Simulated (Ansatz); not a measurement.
**K (Cmcm), clamped-ion strain scan**

Computed with DFT r2SCAN, scalar-relativistic, plane waves, PAW (Ansatz 0.2.0). Cutoff 500 eV, Γ-centred 12×12×6 k-points, Gaussian smearing of 0.15 eV. No spin polarisation. Energies are free energies at this smearing, counted from the undisturbed cell; pressure is positive in compression.

The starting cell (as given, not relaxed at this level; it stands at 0.0 GPa; this form isn't the usual structure):

```yaml
crystal:
  lattice:
    - [2.43796, -4.04761, 0.00000]
    - [2.43796, 4.04761, 0.00000]
    - [0.00000, 0.00000, 7.81180]
  atoms:
    - { symbol: K, position: [0.82061, 0.17939, 0.25000] }
    - { symbol: K, position: [0.17939, 0.82061, 0.75000] }
```

The cell is strained by ε times the Voigt pattern (1, 0, 0, 0, 0, 0) (xx, yy, zz, yz, xz, xy; engineering shear) with fractional coordinates fixed. The cell is metallic on the mesh throughout.

| ε | ΔE (meV/atom) |
| --- | --- |
| -0.0200 | 0.3 |
| -0.0100 | 0.0 |
| 0.0000 | 0.0 |
| 0.0150 | 0.6 |

Question: Predict the stress summed along the pattern (GPa, tension positive) at each point.

Answer:
```tsv
ε	stress summed along the pattern (GPa, tension positive)
-0.0200	-0.09
-0.0100	-0.03
0.0000	0.03
0.0150	0.12
```